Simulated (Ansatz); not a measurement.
**SrIr2: do energies and stresses tell the same story?**

The calculation used DFT r2SCAN, scalar-relativistic, plane waves, PAW in Ansatz 0.2.0.

Plane waves to 500 eV, a k mesh through Γ of 8×8×8 on the computed 6-atom cell and Gaussian smearing (0.10 eV); no spin polarisation.

Relaxed cell: Fd-3m, a = 7.697 Å, b = 7.697 Å, c = 7.697 Å, α = 90.00°, β = 90.00°, γ = 90.00°, 6 atoms in the primitive cell. Whether it is the stable form of this composition wasn't checked.

Energies at zero smearing and pressures from the stress tensor, at volumes with shape and atoms relaxed:
```tsv
V (Å³/atom)	E − E(first) (meV/atom)	P (GPa)
16.718	0.00	27.91
17.288	-82.92	19.03
17.858	-136.85	11.57
18.428	-166.41	5.29
18.998	-175.44	0.00
19.568	-167.21	-4.45
20.138	-144.45	-8.18
20.897	-95.52	-12.24
```

Check P = −dE/dV between neighbouring volumes, and get the bulk modulus from the pressures alone.

With 1 eV/Å³ = 160.2 GPa:
```csv
middle V (Å³/atom),−ΔE/ΔV (GPa),mean P (GPa)
17.003,23.309,23.470
17.573,15.162,15.301
18.143,8.309,8.428
18.713,2.539,2.643
19.283,-2.315,-2.224
19.853,-6.396,-6.316
20.518,-10.317,-10.214
```

The two differ by 0.16 GPa at most. The mean of two end pressures misses the average over a step by about ΔV² P″/12, up to 0.13 GPa here; with that taken off 0.03 GPa remains. The stress is the derivative of the free energy, not of the energy at zero smearing, and with free energies 0.00 GPa remains. Around V = 18.998 Å³/atom, the two neighbours give B = −V ΔP/ΔV = 18.998 × 9.73 / 1.140 = 162.2 GPa, against B0 = 161.3 GPa from the Birch–Murnaghan fit of the energies.

Spin–orbit coupling is left out, which can shift energies with elements as heavy as these.